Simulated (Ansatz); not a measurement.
GePd:
```cif
data_Ge4Pd4
_chemical_formula_sum 'Ge4 Pd4'
_space_group_name_H-M_alt 'Pnma'
_space_group_IT_number 62
_space_group_name_Hall '-P 2ac 2n'
_cell_length_a 5.72792
_cell_length_b 3.59242
_cell_length_c 6.27416
_cell_angle_alpha 90.000
_cell_angle_beta 90.000
_cell_angle_gamma 90.000
loop_
_space_group_symop_operation_xyz
  'x, y, z'
  '-x, -y, -z'
  '-x+1/2, -y, z+1/2'
  'x+1/2, y, -z+1/2'
  'x+1/2, -y+1/2, -z+1/2'
  '-x+1/2, y+1/2, z+1/2'
  '-x, y+1/2, -z'
  'x, -y+1/2, z'
loop_
_atom_site_label
_atom_site_type_symbol
_atom_site_symmetry_multiplicity
_atom_site_Wyckoff_symbol
_atom_site_fract_x
_atom_site_fract_y
_atom_site_fract_z
_atom_site_occupancy
Ge1 Ge 4 c 0.18480 0.25000 0.42080 1
Pd1 Pd 4 c 0.00336 0.25000 0.80905 1
```

Relaxed at zero pressure with the program Ansatz at the r²SCAN level (PAW).

The volume is raised by 9 % and shape and atoms relax at that volume. What pressure results, and how do the axes share the change?

-9.3 GPa; a 2.6 %, b 3.3 %, c 2.8 %; the energy rises by 46 meV/atom.

Give the new structure.


Space group Pnma (No. 62); a = 5.876 Å, b = 3.712 Å, c = 6.452 Å, α = β = γ = 90.00°

| atom | site | symmetry | x | y | z |
|---|---|---|---|---|---|
| Ge | 4c | .m. | 0.1922 | 0.2500 | 0.4189 |
| Pd | 4c | .m. | 0.0028 | 0.7500 | 0.1956 |

The phase is kept; no other phase was compared at this pressure.

The workflow started from a Materials Project entry (that database holds measured and hypothetical structures alike); the Crystallography Open Database files this formula in space group No. 62, but the cells were not matched. Its standing as an ambient phase is unchecked. The r²SCAN relaxation kept the symmetry of its start; whether a distortion lowers the energy is not shown. No spin polarisation was allowed.

Potentials: the later of the program's two PAW sets.
